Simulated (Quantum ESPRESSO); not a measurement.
pw.x input (Quantum ESPRESSO 7.5; PBE, PseudoDojo standard norm-conserving files, scalar-relativistic):

```
&CONTROL
  calculation = 'scf'
  pseudo_dir = './pseudo'
  outdir = './out'
  tprnfor = .true.
  tstress = .true.
/
&SYSTEM
  ibrav = 0
  nat = 2
  ntyp = 2
  ecutwfc = 102.0
  ecutrho = 408.0
  occupations = 'smearing'
  smearing = 'fd'
  degauss = 0.002
  nbnd = 17
/
&ELECTRONS
  conv_thr = 2e-10
/
ATOMIC_SPECIES
S 32.0600 S.upf
Cd 112.4140 Cd.upf
CELL_PARAMETERS angstrom
  0.000000000000   2.942955000000   2.942955000000
  2.942955000000   0.000000000000   2.942955000000
  2.942955000000   2.942955000000   0.000000000000
ATOMIC_POSITIONS crystal
S   0.750000000000   0.750000000000   0.750000000000
Cd   0.000000000000   0.000000000000   0.000000000000
K_POINTS automatic
8 8 8 0 0 0
```

End of the output:

```
     total energy              =    -372.77072697 Ry
     estimated scf accuracy    <       0.00000021 Ry
     total energy              =    -372.77072702 Ry
     estimated scf accuracy    <          4.0E-09 Ry
     total energy              =    -372.77072702 Ry
     estimated scf accuracy    <          7.6E-10 Ry
[...]
     the Fermi energy is     7.1613 ev
!    total energy              =    -372.77072703 Ry
     estimated scf accuracy    <          8.1E-11 Ry
     smearing contrib. (-TS)   =      -0.00000000 Ry
     internal energy E=F+TS    =    -372.77072703 Ry
     The total energy is F=E-TS. E is the sum of the following terms:
     one-electron contribution =    -252.52570866 Ry
     hartree contribution      =     131.53799059 Ry
     xc contribution           =     -54.75772818 Ry
     ewald contribution        =    -197.02528078 Ry
     convergence has been achieved in   9 iterations
     Forces acting on atoms (cartesian axes, Ry/au):
     atom    1 type  1   force =    -0.00000000    0.00000000    0.00000000
     atom    2 type  2   force =    -0.00000000    0.00000000    0.00000000
     Total force =     0.000000     Total SCF correction =     0.000000
     Computing stress (Cartesian axis) and pressure
          total   stress  (Ry/bohr**3)                   (kbar)     P=       11.65
   0.00007918  -0.00000000   0.00000000           11.65       -0.00        0.00
   0.00000000   0.00007918   0.00000000            0.00       11.65        0.00
   0.00000000   0.00000000   0.00007918            0.00        0.00       11.65
```
In a gapped system the printed Fermi energy is only some level inside the gap.

Spin-orbit coupling is not included.

Geometry of the Materials Project entry, not relaxed at this level.
